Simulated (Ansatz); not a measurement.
**Au (Fm-3m): PBEsol against r²SCAN**

```
Au
1.0
     0.00000    2.04146    2.04146
     2.04146    0.00000    2.04146
     2.04146    2.04146    0.00000
Au
1
Cartesian
  0.0000 0.0000 0.0000
```

This cell (17.02 Å³ an atom) was relaxed by PAW under PBEsol, and each functional gets its own cell relaxed so. Quantity: harmonic phonons by finite displacements (negative means unstable), on a 4×4×4 q mesh.

Runs: (1) PBEsol, PAW on Ansatz 0.2.0's default frozen-core files (fitted under PBE), scalar-relativistic; k mesh 24×24×24, Fermi-Dirac smearing of 0.080 eV, cutoff 420 eV. (2) r²SCAN, PAW on Ansatz 0.2.0's default frozen-core files (fitted under PBE), scalar-relativistic; k mesh 24×24×24, Fermi-Dirac smearing of 0.100 eV, cutoff 500 eV.

Under PBEsol: highest mode = 153 cm⁻¹, lowest at L = 58.9 cm⁻¹, lowest at X = 86.2 cm⁻¹, lowest at W = 84.3 cm⁻¹, Grüneisen γ (heat-capacity mean at 300 K) = 3.21.

Problem. Which way does r²SCAN move the volume, and by how much?

Solution. a = 4.124 Å, 17.54 Å³ an atom: 3.1 % larger.

Problem. What does r²SCAN give for these quantities?

Solution. 

```
                                 quantity     PBEsol     r²SCAN  change
                             highest mode   153 cm⁻¹   142 cm⁻¹    -7 %
                              lowest at L  58.9 cm⁻¹  54.4 cm⁻¹    -8 %
                              lowest at X  86.2 cm⁻¹  78.5 cm⁻¹    -9 %
                              lowest at W  84.3 cm⁻¹  74.5 cm⁻¹   -12 %
Grüneisen γ (heat-capacity mean at 300 K)       3.21       3.56   +11 %
```

Limits of these numbers: frozen-core PAW files fitted under PBE, their cores solved anew for the functional of the run; responses of metals move with mesh and smearing; no spin-orbit coupling on heavy atoms.
